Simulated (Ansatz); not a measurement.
Molecular dynamics on a 2×2×1 supercell (16 atoms) of SnO (wurtzite), relaxed with r2SCAN. Forces come from r2SCAN in Ansatz: a Langevin thermostat at fixed volume, 2200 K, steps of 3 fs. Computed, non-magnetic; the trajectory is short and the cell small, so nothing here is a converged average. The structure comes from a prototype and may be hypothetical.

```yaml
crystal:
  lattice:
    - [6.5963126664, 0.0, 0.0]
    - [-3.2981563332, 5.7125743404, 0.0]
    - [0.0, 0.0, 9.2163704805]
  atoms:
    - { symbol: Sn, position: [0.1666666667, 0.3333333333, -0.006637471] }
    - { symbol: Sn, position: [0.3333333333, 0.1666666667, 0.493362529] }
    - { symbol: O, position: [0.1666666667, 0.3333333333, 0.381637471] }
    - { symbol: O, position: [0.3333333333, 0.1666666667, 0.881637471] }
    - { symbol: Sn, position: [0.1666666667, 0.8333333333, -0.006637471] }
    - { symbol: Sn, position: [0.3333333333, 0.6666666667, 0.493362529] }
    - { symbol: O, position: [0.1666666667, 0.8333333333, 0.381637471] }
    - { symbol: O, position: [0.3333333333, 0.6666666667, 0.881637471] }
    - { symbol: Sn, position: [0.6666666667, 0.3333333333, -0.006637471] }
    - { symbol: Sn, position: [0.8333333333, 0.1666666667, 0.493362529] }
    - { symbol: O, position: [0.6666666667, 0.3333333333, 0.381637471] }
    - { symbol: O, position: [0.8333333333, 0.1666666667, 0.881637471] }
    - { symbol: Sn, position: [0.6666666667, 0.8333333333, -0.006637471] }
    - { symbol: Sn, position: [0.8333333333, 0.6666666667, 0.493362529] }
    - { symbol: O, position: [0.6666666667, 0.8333333333, 0.381637471] }
    - { symbol: O, position: [0.8333333333, 0.6666666667, 0.881637471] }
kpoints:
  mp_grid: { grid: [3, 3, 2] }
hamiltonian:
  xc: r2scan
scf:
  occupations: { method: fermi_dirac, width: 0.19 }
md:
  ensemble: nvt_langevin
  temperature: 2200
  timestep: 3.0
  n_steps: 40
  initial_velocities: maxwell_boltzmann
  seed: 5889
```

Run as `ansatz run input.yaml --threads 4 --pin off --max-ram 3686MiB --backend cpu --events-out ev --progress --plain --runs-dir out`.

```csv
step,t (fs),T (K),free energy F from step 0 (meV/atom),kinetic energy (meV/atom),largest force (eV/Å)
0,0,2062,0.0,266.6,0.00
1,3,2124,6.1,274.5,0.60
2,6,2136,23.0,276.1,1.12
3,9,1906,48.9,246.4,1.95
4,12,1578,80.2,204.0,2.83
5,15,1282,109.3,165.8,3.33
6,18,1101,130.3,142.4,3.48
7,21,1224,139.3,158.2,3.03
8,24,1241,140.9,160.5,2.47
9,27,1518,141.1,196.2,2.42
10,30,1598,143.0,206.6,2.79
```

The temperature starts at 2062 K, is lowest at step 6 (1101 K, 18 fs) and ends at 1598 K. The thermostat hasn't had time to restore it. The atoms start on their lattice sites with kinetic energy alone, so much of it first passes into potential energy. By the last step the atoms have moved 0.27 Å in the root mean square, the drift of the whole cell taken out, 0.55 Å at most. The job's limit cut the run after 10 of 40 steps.

Positions (Å) and forces (eV/Å) at step 10:
```
Sn   0.055   1.733  -0.010    -2.359   1.478   0.097
Sn   1.716   1.079   4.498     1.264  -0.069  -0.028
O    0.118   1.940   3.524    -0.238   0.282  -0.890
O    1.688   0.989   8.341    -0.402  -0.891  -1.450
Sn  -1.697   4.681  -0.048     0.717  -0.794  -0.682
Sn   0.060   3.835   4.574     1.024   1.334  -0.276
O   -1.457   4.885   3.553    -0.828  -0.451  -0.002
O   -0.284   3.729   7.829     0.675  -0.244   1.971
Sn   3.234   1.998  -0.004     0.850  -0.070   0.993
Sn   5.046   1.083   4.488    -0.998   0.328  -0.025
O    3.253   2.157   3.253     0.079  -0.226   1.092
O    4.436   0.813   8.158     1.894  -1.112   0.204
Sn   1.546   4.565  -0.093    -1.155   1.114  -0.936
Sn   3.428   3.823   4.465    -0.530   0.646  -0.383
O    1.445   5.283   3.274     0.296  -1.816   0.627
O    3.269   3.815   8.068    -0.288   0.492  -0.312
```
